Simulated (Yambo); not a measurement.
Absorption of KF (rock salt, space group Fm-3m, No. 225) under isotropic strain of -1.5 % on all lattice vectors with and without the electron-hole interaction (Yambo, PBEsol bands; 10×10×10 mesh, 3 valence and 1 conduction bands, static screening with 21 bands and a 4 Ry block, scissor 3.82 eV, Tamm-Dancoff; field along x).

| E (eV) | Im ε, BSE | Im ε, independent quasiparticles |
|---|---|---|
| 7.93 | 0.06 | 0.01 |
| 8.03 | 0.07 | 0.01 |
| 8.13 | 0.09 | 0.01 |
| 8.23 | 0.12 | 0.01 |
| 8.33 | 0.16 | 0.01 |
| 8.43 | 0.22 | 0.01 |
| 8.53 | 0.33 | 0.01 |
| 8.63 | 0.53 | 0.01 |
| 8.73 | 0.97 | 0.01 |
| 8.83 | 1.83 | 0.01 |
| 8.93 | 2.25 | 0.01 |
| 9.03 | 1.39 | 0.01 |
| 9.13 | 0.74 | 0.01 |
| 9.23 | 0.44 | 0.02 |
| 9.33 | 0.31 | 0.02 |
| 9.43 | 0.25 | 0.02 |
| 9.53 | 0.23 | 0.02 |
| 9.63 | 0.27 | 0.03 |
| 9.73 | 0.34 | 0.03 |
| 9.83 | 0.32 | 0.03 |
| 9.93 | 0.31 | 0.04 |
| 10.03 | 0.40 | 0.05 |
| 10.13 | 0.58 | 0.07 |
| 10.23 | 0.64 | 0.10 |
| 10.33 | 0.66 | 0.13 |
| 10.43 | 0.87 | 0.19 |
| 10.53 | 1.26 | 0.31 |
| 10.63 | 1.08 | 0.38 |
| 10.74 | 0.65 | 0.31 |
| 10.84 | 0.47 | 0.27 |
| 10.94 | 0.40 | 0.30 |
| 11.04 | 0.40 | 0.37 |
| 11.14 | 0.38 | 0.44 |
| 11.24 | 0.27 | 0.56 |
| 11.34 | 0.23 | 0.59 |
| 11.44 | 0.24 | 0.49 |
| 11.54 | 0.27 | 0.47 |
| 11.64 | 0.31 | 0.45 |
| 11.74 | 0.37 | 0.44 |
| 11.84 | 0.31 | 0.54 |
| 11.94 | 0.29 | 0.68 |
| 12.04 | 0.29 | 0.70 |
| 12.14 | 0.23 | 0.70 |
| 12.24 | 0.22 | 0.82 |
| 12.34 | 0.23 | 0.97 |
| 12.44 | 0.19 | 0.86 |
| 12.54 | 0.20 | 0.78 |
| 12.64 | 0.19 | 0.80 |
| 12.74 | 0.15 | 0.83 |

The scissor comes from a G0W0 run whose convergence isn't established. Broadening 0.15 eV. The band window holds all transitions up to 12.8 eV. Fine structure above the onset can come from the mesh.

Geometry strained from the cell relaxed with PBEsol, atoms relaxed again; primitive cell a = b = c = 3.6927 Å, α = β = γ = 60.00°.
